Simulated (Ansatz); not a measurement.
# Magnetic orders of Ni3AgC

Method: Ansatz 0.2.0, DFT PBE, scalar-relativistic, plane waves, PAW.

```
Ag C Ni
1.0
     3.83560    0.00000    0.00000
     0.00000    3.83560    0.00000
     0.00000    0.00000    3.83560
Ag C Ni
1 1 3
Direct
  0.00000 0.00000 0.00000
  0.50000 0.50000 0.50000
  0.50000 0.50000 0.00000
  0.50000 0.00000 0.50000
  0.00000 0.50000 0.50000
```

The plane-wave cutoff is 420 eV, the Γ-centred k-mesh is 10×10×10 and the occupation rule is Gaussian smearing, 0.1 eV. The list of starting moments (μB, in atom order) is 0 0 1 1 1 and the check for lower electronic states after the SCF is off.

All runs keep this geometry, which stands near equilibrium for the lowest state (largest force there 0.000 eV/Å, pressure 0.0 GPa) and needn't be a stable compound; relaxing each order can shift differences of a few meV. Signs run over the atoms with starting moments. A propagation vector, in units of the reciprocal vectors, doubles the cell, which takes an equally dense mesh. The large starts are 0 0 2.5 2.5 2.5 μB. The small starts are 0 0 0.5 0.5 0.5 μB. Site moments are spin moments in atom-centred spheres that scale with the neighbour distance. The states are those that the runs reached from these starts; a lower one can exist.

Problem. Starts tried: no spin; ferromagnetic; large parallel starting moments; ferrimagnetic in the cell, signs ++-; antiferromagnetic, doubled cell, propagation vector (0, 0, 1/2); antiferromagnetic, doubled cell, propagation vector (0, 1/2, 1/2); antiferromagnetic, doubled cell, propagation vector (1/2, 1/2, 1/2); small parallel starting moments. Which state comes out lowest, and what are the moments?

Solution. The lowest state is ferromagnetic, reached from the start “ferromagnetic” and the start “large parallel starting moments” and the start “ferrimagnetic in the cell, signs ++-” and the start “small parallel starting moments”, with site moments (μB) Ni +0.19 (×3). The next state lies only 2.34 meV/atom higher, which mesh, smearing and relaxation can turn, so the order isn't settled.

| start | ends | energy above lowest (meV/atom) | site moments (μB) | gap on mesh (eV) | P (GPa) |
| --- | --- | --- | --- | --- | --- |
| no spin | non-magnetic | 2.34 | none over 0.05 | metal | -0.1 |
| ferromagnetic | ferromagnetic | 0.00 | Ni +0.19 (×3) | metal | 0.0 |
| large parallel starting moments | ferromagnetic | 0.00 | Ni +0.19 (×3) | metal | 0.0 |
| ferrimagnetic in the cell, signs ++- | ferromagnetic | 0.00 | Ni +0.19 (×3) | metal | 0.0 |
| antiferromagnetic, doubled cell, propagation vector (0, 0, 1/2) | non-magnetic | 2.34 | none over 0.05 | metal | -0.1 |
| antiferromagnetic, doubled cell, propagation vector (0, 1/2, 1/2) | non-magnetic | 2.34 | none over 0.05 | metal | -0.1 |
| antiferromagnetic, doubled cell, propagation vector (1/2, 1/2, 1/2) | non-magnetic | 2.34 | none over 0.05 | metal | -0.1 |
| small parallel starting moments | ferromagnetic | 0.00 | Ni +0.19 (×3) | metal | 0.0 |

Cost: 8 runs of about 17 core-minutes in all, on Arm Neoverse V1 (shared hosts).